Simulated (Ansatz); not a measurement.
Input and output for YAu: DFT, PBEsol, all-electron LAPW, scalar-relativistic (Ansatz 0.2.0). This run: volume at 0.4 of the series' base cell.

The base volume is that of a database entry, with shape and atoms relaxed on PAW files at held volume, so it needn't be at zero pressure; the structure needn't be the stable phase, at rest or compressed.

Command: `ansatz run input.yaml --threads 1 --pin off --max-ram 2048MiB --backend cpu --events-out ev --progress --plain --runs-dir out` It took 11 s on 1 thread of AMD EPYC 9B45 (Zen 5), on a shared host, peak memory 0.47 GiB.

```yaml
crystal:
  lattice:
    - [2.6222936207, 0.0, 0.0]
    - [0.0, 2.6222936207, 0.0]
    - [0.0, 0.0, 2.6222936207]
  atoms:
    - { symbol: "Y", position: [0.5, 0.5, 0.5] }
    - { symbol: Au, position: [0.0, 0.0, 0.0] }
kpoints:
  mp_grid: { grid: [10, 10, 10] }
  band_path:
    path:
      - [0.0, 0.0, 0.0]
      - [0.0, 0.5, 0.0]
      - [0.5, 0.5, 0.0]
      - [0.0, 0.0, 0.0]
      - [0.5, 0.5, 0.5]
      - [0.0, 0.5, 0.0]
      - [0.5, 0.5, 0.5]
      - [0.5, 0.5, 0.0]
    npoints: 6
scf:
  occupations: { method: fermi_dirac, width: 0.05 }
hamiltonian:
  xc: pbesol
  pseudopotentials: { kind: all_electron, lapw: { basis_error: 0.001 } }
output:
  forces: true
  stress: true
  eigenvalues: true
  populations: true
```

Output:

```
Y: projections on atomic orbitals take those of the free atom 1s2 2s2 2p6 3s2 3p6 3d10 4s2 4p6 4d1 5s2, of charge +0.00 (hamiltonian.pseudopotentials.projection_atoms)
Au: projections on atomic orbitals take those of the free atom 1s2 2s2 2p6 3s2 3p6 3d10 4s2 4p6 4d10 4f14 5s2 5p6 5d10 6s1, of charge +0.00 (hamiltonian.pseudopotentials.projection_atoms)
LAPW: plane waves up to 9.942 Å⁻¹, error target 1.0e-3 eV per atom; small_component_spin mean_spin; Y in spheres of 1.065 Å, 29 of its electrons in bands, Dirac shells []; Au in spheres of 1.206 Å, 49 of its electrons in bands, Dirac shells [] (how accurate: hamiltonian.pseudopotentials.lapw.basis_error, Limitations)
Engine: ansatz 0.2.0
Pseudopotentials: kind: all_electron
Pseudopotential: Y, LAPW, valence charge 29, lapw/all_electron/scalar/gaussian/Y, Koelling and Harmon's equation, gaussian nucleus
Pseudopotential: Au, LAPW, valence charge 49, lapw/all_electron/scalar/gaussian/Au, Koelling and Harmon's equation, gaussian nucleus
Functional definition: PBEsol
  exchange = pbesol_x
  correlation = pbesol_c
Crystal: 2 atoms, lattice volume = 18.032 Å³
Basis set: ecut = 376.6004263494351 eV, 305 PW (Γ), exchange–correlation at level 2
Bands: 47, of which v1, the nominal top of the filled ones, is band 39 counted from 1 (38 counted from 0)
Symmetry: 48 space group operations
Space group: Pm-3m (ITA 221), of the structure as read, at distance tolerance 2.6e-5 Å
k-points: 56 of 1000
Non-local potential: Y, projectors of the file, none
Non-local potential: Au, projectors of the file, none
Initial density: superposition of atomic densities (chi_scale 0.1, normalization cell, long waves kept (reshape's long-wave potential 0.00 eV rms))
Initial wavefunctions: plane waves of lowest kinetic energy (no species holds an atomic orbital)
Functional: x = pbesol(κ = 0.804, μ = 0.12345679012345678), c = pbesol(β = 0.046)
iter 1 solved again at ethr=2.75e-3 eV; its pass at ethr=1.00e-1 eV (dr2=2.15e0 eV) is discarded
SCF iter   1: F=—  HF=-609129.490339 eV  |F-HF|=—  |Δ(HF+E_count)|=         —  Δρ=9.92e-2  dr2=2.15e0  ethr=2.75e-3  ⟨swp⟩=2.0  Hψ=16491  notcnv=0
preconditioner: auto → Kerker (q_TF=auto, 3.483 Å⁻¹)  [metal: Δε(μ)=0.019 eV  Ē_g=23.034 eV  σ=0.050 eV  W_gap=0.09  n_scr=18 (ndim 8)  ℏωp=39.1 eV  f_vac=0.000  D(μ)=1.90/eV (n_scr^D=26)]
iter 2 solved again at ethr=1.62e-4 eV; its pass at ethr=2.75e-3 eV (dr2=1.27e-1 eV) is discarded
SCF iter   2: F=—  HF=-609127.906262 eV  |F-HF|=—  |Δ(HF+E_count)|=    1.58e0  Δρ=2.22e-2  dr2=1.27e-1  ethr=1.62e-4  ⟨swp⟩=2.0  Hψ=13491  notcnv=0
SCF iter   3: F=—  HF=-609127.829441 eV  |F-HF|=—  |Δ(HF+E_count)|=         —  Δρ=2.55e-2  dr2=1.71e-1  ethr=1.62e-4  ⟨swp⟩=2.0  Hψ=7763  notcnv=0
the basis was enlarged: its passes take 148.4 KiB over the memory plan, 1 of 1 planned eigensolver slots
SCF iter   4: F=—  HF=-609127.796144 eV  |F-HF|=—  |Δ(HF+E_count)|=   3.33e-2  Δρ=1.45e-2  dr2=5.75e-2  ethr=1.62e-4  ⟨swp⟩=2.0  Hψ=7334  notcnv=0
SCF iter   5: F=—  HF=-609127.780287 eV  |F-HF|=—  |Δ(HF+E_count)|=   1.59e-2  Δρ=3.43e-3  dr2=2.73e-3  ethr=7.38e-5  ⟨swp⟩=2.0  Hψ=7473  notcnv=0
SCF iter   6: F=—  HF=-609127.780115 eV  |F-HF|=—  |Δ(HF+E_count)|=   1.72e-4  Δρ=9.67e-4  dr2=1.25e-4  ethr=3.49e-6  ⟨swp⟩=2.0  Hψ=7458  notcnv=0
SCF iter   7: F=—  HF=-609127.780086 eV  |F-HF|=—  |Δ(HF+E_count)|=   2.91e-5  Δρ=4.98e-4  dr2=2.98e-5  ethr=1.60e-7  ⟨swp⟩=2.0  Hψ=7458  notcnv=0
SCF iter   8: F=—  HF=-609127.780083 eV  |F-HF|=—  |Δ(HF+E_count)|=   2.93e-6  Δρ=7.55e-5  dr2=9.81e-7  ethr=3.83e-8  ⟨swp⟩=2.0  Hψ=7458  notcnv=0
SCF iter   9: F=-609127.780082 eV  HF=-609127.780082 eV  |F-HF|=1.46e-8  |Δ(HF+E_count)|=   4.49e-7  Δρ=1.29e-5  dr2=1.51e-8  ethr=1.26e-9  ⟨swp⟩=2.0  Hψ=7458  notcnv=0
SCF 1 converged in 9 iterations: F = -609127.780082 eV  dr2 = 1.51e-8
NSCF: frozen V_eff on 43 k-points
SCF converged after 9 iterations
Free energy (F): -609127.780082 eV
Harris-Foulkes:  -609127.780082 eV  (|F-HF|=1.46e-8)
Internal energy: -609127.767899 eV  (E = F + TS)
E sigma→0 (E₀):  -609127.773991 eV
Entropy (-TS):   -0.012183 eV (-6.091 meV/atom)
Fermi energy:    48.574785 eV
--- Per-component energies (eV) ---
  E_band       = -8687.280478
  E_kinetic    = 684425.299775
  E_xc         = -12737.751230
  E_electrostatic = -1280815.316444  (all electrons and nuclei)
  E_smearing   = -0.012183  (= −TS)
  E_closure    = 0.000000  (closes the sum)
  E_atoms      = -609139.535640  (free atoms, spherical and without spin; not in F)
  Σ components = -609127.780082   (vs F -609127.780082, Δ=0.00e0)
  Basis errors (estimates in eV, not in F): energy 2.8e-4 per atom: plane waves 2.5e-4 (1.3e-4 summed), levels above the bands 1.3e-118, relativity 1.2e-8, radial functions 2.6e-5, core shells 4.5e-8; eigenvalues (radial functions only) 5.4e-6; not estimated: angular momenta, meshes, grids; target (lapw.basis_error) 1.0e-3; muffin-tin radii Y 1.065 Å, Au 1.206 Å
--- Forces (eV/Å), atoms counted from 1 ---
  atom   1  Y     -0.00000000    -0.00000000     0.00000000
  atom   2  Au    -0.00000000     0.00000000     0.00000000
  max |Σ_I F_I| component: 8.94e-30 eV/Å
--- Stress (GPa, compression-positive) ---
      595.468588       0.000000      -0.000000
        0.000000     595.468588       0.000000
       -0.000000       0.000000     595.468588
  P = ⅓ Tr σ = 595.4686 GPa (5954.686 kbar)
--- Band table (eV; the first three rows and the last of 56) ---
  k-point 0: bands = ["-498.0685", "-498.0685", "-498.0685", "-312.0264", "-278.2555", "-278.2555", "-278.2555", "-278.2534", "-278.2534", "-229.9828", "-229.9828", "-229.9828", "-94.8386", "-94.8386", "-94.8386", "-94.8274", "-94.8274", "-61.8174", "-34.2822", "-34.2769", "-34.2769", "-34.2769", "-34.2731", "-34.2731", "-34.2731", "-13.4134", "-13.4134", "-13.4134", "4.3661", "26.3513", "26.3513", "26.3513", "33.1629", "33.1629", "38.3836", "39.3709", "39.3709", "39.3709", "49.5639", "49.5639", "58.7245", "58.7245", "58.7245", "61.5799", "61.5799", "61.5799", "61.9673"]
  k-point 1: bands = ["-498.0685", "-498.0685", "-498.0685", "-312.0264", "-278.2555", "-278.2555", "-278.2555", "-278.2534", "-278.2534", "-229.9828", "-229.9828", "-229.9828", "-94.8386", "-94.8386", "-94.8386", "-94.8274", "-94.8274", "-61.8155", "-34.2822", "-34.2769", "-34.2768", "-34.2768", "-34.2734", "-34.2730", "-34.2730", "-13.4617", "-13.4088", "-13.4088", "4.4769", "25.5740", "26.2948", "26.2948", "33.2971", "33.8109", "39.0263", "39.4417", "39.4600", "39.4600", "48.8222", "49.9182", "56.4458", "56.4458", "58.2292", "61.0722", "62.2189", "62.2189", "62.4493"]
  k-point 2: bands = ["-498.0685", "-498.0685", "-498.0685", "-312.0264", "-278.2555", "-278.2555", "-278.2555", "-278.2534", "-278.2534", "-229.9828", "-229.9828", "-229.9828", "-94.8386", "-94.8386", "-94.8386", "-94.8274", "-94.8272", "-61.8104", "-34.2823", "-34.2770", "-34.2766", "-34.2766", "-34.2741", "-34.2729", "-34.2729", "-13.5867", "-13.3968", "-13.3968", "4.7762", "23.9437", "26.1466", "26.1466", "33.6772", "35.3429", "39.6337", "39.7358", "39.7358", "40.5334", "47.1529", "50.8908", "53.5087", "53.5087", "57.0766", "59.0700", "63.9294", "63.9294", "64.4301"]
  k-point 55: bands = ["-498.0685", "-498.0685", "-498.0685", "-312.0264", "-278.2555", "-278.2555", "-278.2555", "-278.2534", "-278.2534", "-229.9828", "-229.9828", "-229.9828", "-94.8388", "-94.8388", "-94.8388", "-94.8264", "-94.8264", "-61.7578", "-34.2832", "-34.2754", "-34.2754", "-34.2754", "-34.2749", "-34.2749", "-34.2749", "-13.7277", "-13.7277", "-13.7277", "6.8036", "21.8013", "21.8013", "21.8013", "41.8679", "41.8679", "41.8679", "42.4118", "42.4118", "42.4118", "42.7226", "42.7226", "52.7098", "60.8663", "60.8663", "66.3199", "66.3199", "66.3199", "68.3827"]
--- Löwdin populations: 2 sites ---
  site symbol       q [e]
     0      Y     40.1607
     1     Au     77.6962
  spilling = 0.001213 (of n_electrons = 118.000000)
```

populations.tsv:

```
# site	symbol	l	j	q
# orbitals = lowdin
# n_electrons = 118.000000
# spilling = 0.001213
# projection_atom_Y: 1s2 2s2 2p6 3s2 3p6 3d10 4s2 4p6 4d1 5s2
# projection_atom_Au: 1s2 2s2 2p6 3s2 3p6 3d10 4s2 4p6 4d10 4f14 5s2 5p6 5d10 6s1
0	Y	0_1S	-	1.999988
0	Y	0_2S	-	1.999445
0	Y	0_3S	-	1.989738
0	Y	0_4S	-	1.839031
0	Y	0_5S	-	0.478680
0	Y	1_2P	-	5.999996
0	Y	1_3P	-	5.999292
0	Y	1_4P	-	5.799091
0	Y	2_3D	-	9.999801
0	Y	2_4D	-	4.055641
1	Au	0_1S	-	1.999998
1	Au	0_2S	-	1.999900
1	Au	0_3S	-	1.998773
1	Au	0_4S	-	1.988375
1	Au	0_5S	-	1.871494
1	Au	0_6S	-	0.686444
1	Au	1_2P	-	6.000000
1	Au	1_3P	-	5.999987
1	Au	1_4P	-	5.999330
1	Au	1_5P	-	5.951372
1	Au	2_3D	-	9.999999
1	Au	2_4D	-	9.999872
1	Au	2_5D	-	9.200821
1	Au	3_4F	-	13.999805
```

Spin–orbit coupling is left out, which matters for the heavy atoms.
